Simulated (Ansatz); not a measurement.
A geometry of Cs2AgBiBr6 away from equilibrium: the start of the relaxation of a relaxed Cs2AgBiBr6 cell shaken by Gaussian noise of σ = 0.08 Å a coordinate. These are r2SCAN (plane waves to 500 eV, PAW, scalar-relativistic; Ansatz, a first-principles code) values and carry that method's errors. Γ-centred k-mesh 4×4×4 on the run's cell (coarser than for final values), Fermi–Dirac smearing 0.05 eV.

```xyz
10
Lattice="7.8901 0.0000 0.0000 -3.9450 6.8330 0.0000 0.0000 0.0000 6.7972" Properties=species:S:1:pos:R:3 pbc="T T T"
Ag    -0.0683     0.1149     3.2821
Bi     0.0467     0.0443    -0.0690
Br    -0.0216     2.3056     1.7215
Br     1.9132     5.5936     1.7593
Br    -1.9893     5.7403     1.6270
Br     3.9319     4.3615     5.1810
Br     6.0170     1.2138     5.0497
Br     1.9902     1.1822     5.0986
Cs     4.0196     2.3174     1.7508
Cs    -0.1114     4.5347     5.1683
```

Give the Cartesian forces on all atoms (eV/Å).


```csv
atom,Fx,Fy,Fz
Ag1,0.02,-0.40,0.18
Bi2,-0.36,-0.60,0.16
Br3,0.04,0.36,-0.36
Br4,0.13,0.16,-0.25
Br5,0.39,-0.18,0.21
Br6,0.05,0.46,0.10
Br7,-0.51,0.15,0.00
Br8,0.19,-0.01,0.00
Cs9,-0.05,0.02,-0.02
Cs10,0.12,0.06,-0.01
```

What is the pressure?

+0.4 GPa, compression positive.

No spin polarisation in the result.

The end of the path is a generated cell of Cs2AgBiBr6: the first start was made by a random draw of sites in a space group, and the end was not matched to a known phase here, so it may be hypothetical. Known forms of Cs2AgBiBr6 include space group No. 225.
